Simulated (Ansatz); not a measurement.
# Two Ansatz runs on MgI2

The cell is built from the CdI2 type as a first guess.

First run: DFT, PBE, PAW with Ansatz's default frozen-core files, scalar-relativistic (Ansatz 0.2.0).

Command: `ansatz run input.yaml --threads 1 --pin off --max-ram 3072MiB --backend cpu --events-out ev --progress --plain --runs-dir out` The run took about 45 s on 1 thread of a shared machine.

```yaml
crystal:
  lattice:
    - [4.0248451111, 0.0, 0.0]
    - [-2.0124225555, 3.4856181125, 0.0]
    - [0.0, 0.0, 6.4397521777]
  atoms:
    - { symbol: Mg, position: [0.0, 0.0, 0.0] }
    - { symbol: I, position: [0.3333333333, 0.6666666667, 0.25] }
    - { symbol: I, position: [0.6666666667, 0.3333333333, 0.75] }
kpoints:
  mp_grid: { grid: [10, 10, 5] }
scf:
  occupations: { method: fermi_dirac, width: 0.05 }
hamiltonian:
  xc: pbe
  pseudopotentials: { kind: paw }
output:
  forces: true
  stress: true
relax:
  f_tol: 0.005
  max_steps: 80
  cell: {}
```

Result: converged; relaxed volume 40.112 Å³/atom; 83 SCF iterations in all.

No spin–orbit coupling, which matters for the heavy atoms here.

The input is then changed:

```diff
@@ -22,3 +22,5 @@
   max_steps: 80
   cell: {}
+basis:
+  ecutwfc: "700 eV"
```

(1) Predict the outcome of the changed run.

Results:

(1) It converged; energy at zero smearing -0.7 meV/atom from the first run; relaxed volume 40.073 Å³/atom; 66 SCF iterations in all.
